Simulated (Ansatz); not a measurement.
## Strain and the gap of TiO2 (anatase)

TiO2 in the anatase structure, relaxed with r2SCAN in the plane-wave code Ansatz. The symmetry is I4_1/amd (No. 141, tetragonal); a = 3.778 Å, c = 9.583 Å in the conventional setting, 11.40 Å³ an atom. Ti is surrounded by 6 O at 1.93–1.99 Å and 4 Ti at 3.05 Å; O is surrounded by 3 Ti at 1.93–1.99 Å.

The axes x, y and z are those of this cell:
```
CELL_PARAMETERS angstrom
-1.88890 1.88890 4.79172
1.88890 -1.88890 4.79172
1.88890 1.88890 -4.79172
ATOMIC_POSITIONS crystal
Ti 0.75000 0.25000 0.50000
Ti 0.00000 0.00000 0.00000
O 0.54271 0.04271 0.50000
O 0.79271 0.79271 0.00000
O 0.20729 0.20729 0.00000
O 0.95729 0.45729 0.50000
```

Unstrained: PBE gives an indirect gap of 2.146 eV, from Γ–X (0.88 of the way from Γ) to Γ; the least direct gap is 2.472 eV at Γ–M (0.60 of the way from Γ). The r2SCAN gap is indirect, 2.527 eV (Γ–X (0.88 of the way from Γ) to Γ), below the direct gap of 2.866 eV at Γ–M (0.60 of the way from Γ). With HSE06 the valence top lies at Γ–X (0.88 of the way from Γ) and the conduction bottom at Γ, 3.638 eV higher; the smallest vertical gap, at Γ–M (0.60 of the way from Γ), is 3.993 eV. Meshes: PBE 10×10×10, r2SCAN 10×10×10, HSE06 6×6×6. Strains are changes of length per length. After each strain the atoms were relaxed again with r2SCAN within the symmetry that the strain leaves, so tilts or polar shifts that break it weren't tested; points keep the names that they have in the unstrained zone. (Simulation; spin polarisation is off.)

Changes of the least gap in eV (an overlap counts as a negative gap):

| strain | volume change (%) | space group | PBE | r2SCAN | HSE06 | energy rise, r2SCAN (meV/atom) |
| --- | --- | --- | --- | --- | --- | --- |
| isotropic -4.0 % on every length | -11.5 | I4_1/amd | +0.111 | +0.146 | +0.159 | 122.3 |
| isotropic -3.0 % on every length | -8.7 | I4_1/amd | +0.086 | +0.112 | +0.123 | 66.5 |
| isotropic -2.0 % on every length | -5.9 | I4_1/amd | +0.058 | +0.075 | +0.083 | 28.5 |
| isotropic -1.0 % on every length | -3.0 | I4_1/amd | +0.030 | +0.039 | +0.043 | 6.9 |
| isotropic +1.0 % on every length | +3.0 | I4_1/amd | -0.029 | -0.037 | -0.041 | 6.4 |
| isotropic +2.0 % on every length | +6.1 | I4_1/amd | -0.060 | -0.075 | -0.084 | 24.7 |
| isotropic +3.0 % on every length | +9.3 | I4_1/amd | -0.089 | -0.113 | -0.125 | 53.8 |
| isotropic +4.0 % on every length | +12.5 | I4_1/amd | -0.123 | -0.152 | -0.188 | 92.4 |

Isotropic -4.0 % on every length. HSE06: the gap goes from 3.638 to 3.797 eV (+0.159 eV); the edges go from Γ–X (0.88) → Γ to Γ–X (0.90) → Γ. Stress change with r2SCAN, compression positive: xx +36.99, yy +36.99, zz +25.77 GPa.

Isotropic -3.0 % on every length. HSE06: the gap goes from 3.638 to 3.761 eV (+0.123 eV); the edges go from Γ–X (0.88) → Γ to (-0.005, 0, 0.448) → Γ. Stress change with r2SCAN, compression positive: xx +25.66, yy +25.66, zz +18.27 GPa.

Isotropic -2.0 % on every length. HSE06: the gap goes from 3.638 to 3.721 eV (+0.083 eV); the edges go from Γ–X (0.88) → Γ to Γ–X (0.89) → Γ. Stress change with r2SCAN, compression positive: xx +15.82, yy +15.82, zz +11.50 GPa.

Isotropic -1.0 % on every length. HSE06: the gap goes from 3.638 to 3.681 eV (+0.043 eV). Stress change with r2SCAN, compression positive: xx +7.31, yy +7.31, zz +5.48 GPa. For HSE06, dE_g/d ln V = -1.4 eV over this step.

Isotropic +1.0 % on every length. HSE06: the gap goes from 3.638 to 3.597 eV (-0.041 eV); the edges go from Γ–X (0.88) → Γ to Γ–X (0.86) → Γ. Stress change with r2SCAN, compression positive: xx -6.25, yy -6.25, zz -4.84 GPa.

Isotropic +2.0 % on every length. HSE06: the gap goes from 3.638 to 3.554 eV (-0.084 eV); the edges go from Γ–X (0.88) → Γ to Γ–X (0.85) → Γ. Stress change with r2SCAN, compression positive: xx -11.54, yy -11.54, zz -9.24 GPa.

Isotropic +3.0 % on every length. HSE06: the gap goes from 3.638 to 3.513 eV (-0.125 eV); the edges go from Γ–X (0.88) → Γ to Γ–X (0.84) → Γ. Stress change with r2SCAN, compression positive: xx -15.99, yy -15.99, zz -13.16 GPa.

Isotropic +4.0 % on every length. HSE06: the gap goes from 3.638 to 3.450 eV (-0.188 eV); the edges go from Γ–X (0.88) → Γ to M → Γ. Stress change with r2SCAN, compression positive: xx -19.67, yy -19.67, zz -16.67 GPa.

Where an edge lies off the special points, it is a point of the mesh or the k point where a search put PBE's edge or least direct gap, reused for the other functionals, whose own edges may lie a little apart.

Coordinates of k points refer to the reciprocal vectors of the primitive cell of the runs.
